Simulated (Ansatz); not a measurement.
**Beta-gallia alloy of Ga2O3 and Al2O3 (36 of 48 Ga sites exchanged), 120 atoms**

Ansatz, PAW, plane waves. PBEsol relaxation of cell lengths and atoms (angles held) at the single k point (¼, ¼, ¼) without its symmetry partners; single points on the relaxed atoms at the Γ point alone, onto which points of the small cell's zone fold. Arrangement: quasirandom. No spin–orbit coupling unless named.

Relaxed structure:

```xyz
120
Lattice="11.9329 0.0000 -0.0219 0.0000 8.8513 0.0000 -2.7237 0.0000 11.0280" Properties=species:S:1:pos:R:3 pbc="T T T"
Al    4.6177    1.4672    1.1146
Al    3.2538    1.4518    6.6390
Al    4.6329    4.4245    1.1175
Al    4.6261    7.3820    1.1125
Al    3.2097    7.4032    6.6347
Al    1.4365    1.4694    1.7290
Al    1.4464    4.4279    1.7099
Al    0.0726    4.4300    7.2856
Al    1.4455    7.3774    1.7210
Al    0.0818    7.3729    7.2812
Al   -0.0020    8.8510    4.3749
Al   -1.3571    8.8334    9.9082
Al   -0.0105    2.9476    4.3771
Al   -1.3369    2.9515    9.9190
Al   -1.3574    5.9159    9.9045
Al   10.5892    8.8420    1.1246
Al    9.1881    8.8330    6.5995
Al   10.5858    2.9501    1.1454
Al    9.2062    2.9574    6.5945
Al   10.5821    5.9084    1.1208
Al    9.2374    5.9073    6.6077
Al    7.4386    8.8441    1.7242
Al    6.0587    8.8508    7.2861
Al    7.4289    2.9437    1.7541
Al    6.0821    2.9343    7.2474
Al    7.4302    5.9114    1.7373
Al    3.1095    8.8511    3.7319
Al    1.7703    8.8403    9.2803
Al    1.7513    2.9518    9.2904
Al    1.7665    5.9086    9.2882
Al    6.0118    4.4119    4.3746
Al    4.6043    7.3787    9.8959
Al    9.1342    1.4699    3.7482
Al    9.1130    4.4224    3.7422
Al    9.1216    7.3787    3.7393
Al    7.7712    7.3822    9.2621
Ga    3.2230    4.4097    6.6497
Ga    0.0814    1.4678    7.2244
Ga   -0.0091    5.8982    4.3978
Ga    6.0741    5.8986    7.2256
Ga    3.1298    2.9303    3.7493
Ga    3.1425    5.9148    3.7513
Ga    5.9875    1.4694    4.3907
Ga    4.5848    1.4619    9.8935
Ga    4.5827    4.4358    9.9041
Ga    5.9736    7.3855    4.3692
Ga    7.7882    1.4621    9.2856
Ga    7.7817    4.4334    9.2898
O     2.7930    1.4218    4.9275
O     1.4569    1.4673   10.4240
O     2.7017    4.4220    4.8938
O     1.4758    4.4348   10.4360
O     2.7957    7.4269    4.9130
O     1.4560    7.3732   10.4309
O     3.2875    1.4298    2.3467
O     1.9695    1.4678    7.9171
O     3.2876    4.4195    2.3146
O     1.8982    4.4279    7.9570
O     3.2997    7.4230    2.3452
O     1.9269    7.3779    7.9051
O    -0.9468    1.4708    4.1174
O    -2.2387    1.4752    9.6145
O    -0.9900    4.3783    4.0784
O    -2.2508    4.4250    9.6307
O    -0.9857    7.4221    4.0822
O    -2.3062    7.3749    9.6131
O     1.7396    8.8480    0.5996
O     0.4192    8.7895    6.0897
O     1.7609    2.9418    0.6057
O     0.4080    3.0078    6.0949
O     1.7631    5.9106    0.5879
O     0.4142    5.8978    6.1757
O     8.7929    8.8481    4.8745
O     7.4494    8.8029   10.4411
O     8.7960    2.9458    4.8773
O     7.4141    2.9458   10.4661
O     8.8128    5.9022    4.8867
O     7.4247    5.9535   10.4343
O     1.2813    8.8512    3.1058
O    -0.0596    8.8006    8.6558
O     1.2375    2.9370    3.0737
O    -0.0594    2.9891    8.6558
O     1.2761    5.9083    3.0390
O    -0.0701    5.9100    8.6449
O     9.2847    8.8489    2.3699
O     7.9240    8.8003    7.8882
O     9.2807    2.9478    2.3864
O     7.9212    2.9526    7.8548
O     9.2790    5.9008    2.3753
O     7.9633    5.9478    7.8936
O     5.5767    0.0023    1.3962
O     4.2028    8.8405    6.9209
O     5.5654    2.9405    1.4076
O     4.2345    2.8941    6.9006
O     5.5641    5.9056    1.4206
O     4.1774    5.9554    6.8918
O     4.9426    0.0060    4.0457
O     3.6045    8.7948    9.5982
O     5.0249    2.9961    4.0809
O     3.5732    2.9499    9.5779
O     5.0341    5.8407    4.1059
O     3.6152    5.9564    9.5831
O     7.7696    1.4771    0.6301
O     6.4319    1.4518    6.1552
O     7.7512    4.4246    0.6465
O     6.4278    4.3673    6.0801
O     7.7340    7.3720    0.5849
O     6.4466    7.4393    6.1272
O     7.3103    1.4676    3.0738
O     5.9028    1.4686    8.5763
O     7.2854    4.4251    3.1090
O     5.8970    4.3813    8.5815
O     7.3066    7.3778    3.0626
O     5.9114    7.4256    8.6605
O    11.5153    1.4698    1.3974
O    10.1034    1.4662    6.8867
O    11.5188    4.4319    1.3795
O    10.1551    4.4234    6.9051
O    11.5250    7.3730    1.4071
O    10.1668    7.3829    6.8940
```

(1) What are the mean bond lengths by pair (pairs within 1.2 times the sum of covalent radii, less contacts 15 % beyond the pair's median; cation–cation pairs of compounds aside; long ionic contacts are cut short by that bound)?

(2) What gap lies between the top filled and the lowest empty level in the single points?

Answers

(1) Al–O 1.869 ± 0.089 Å (standard deviation, 180 bonds); Ga–O 1.931 ± 0.091 Å (standard deviation, 60 bonds).

(2) HSE06 5.66 eV (52 s on NVIDIA H100).
